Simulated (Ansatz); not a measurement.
Consider the following.

CaO (rock salt) is sheared across one {100} plane: the third cell vector gains the shift, so faults repeat every 7.2 Å. The cut lies between planes 2.38 Å apart; the cell height is held.

```
CELL_PARAMETERS angstrom
      3.37084     0.00000     0.00000
      0.00000     3.37084     0.00000
      1.68542     1.68542     7.15064
ATOMIC_POSITIONS crystal
  O  0.00000 0.00000 0.83333
  O  0.33333 0.33333 0.16667
  O  0.66667 0.66667 0.50000
  Ca 0.50000 0.50000 0.83333
  Ca 0.83333 0.83333 0.16667
  Ca 0.16667 0.16667 0.50000
```

In-plane vectors a = (3.371, 0.000) Å, b = (0.000, 3.371) Å, area 11.36 Å². The shift is x·a + y·b, and the map repeats with period 1 in x and y. The shift is rigid: no atom relaxes. γ = [E(shift) − E(0)] / area.

Calculation: PBEsol (plane waves to 420 eV, PAW, scalar-relativistic; Ansatz, a first-principles code). k mesh 8×8×8 (Γ-centred), Fermi-Dirac smearing 0.05 eV. E is the zero-smearing estimate. Points where atoms come too close for the PAW data are left out (x in tables, blank in figures). Faults lie only 7.2 Å apart, and holding the cell height and the atoms raises γ above its relaxed value. CaO was relaxed with its symmetry unable to fall. The zero of γ is zero shift.

The scan covers x from 0.000 to 0.833 in 6 points and y from 0.000 to 0.833 in 6 points.

Question: Where does the grid have local minima besides zero shift?

Answer: No grid point is one.

Question: Stepping between nearest grid points (4 neighbours each), what is the highest γ met on the easiest way from zero shift to the shift a?

Answer: 1.83 J/m².

(The slope of γ gives the shear force per area between the displaced halves; near zero shift its curvature is an elastic stiffness.)
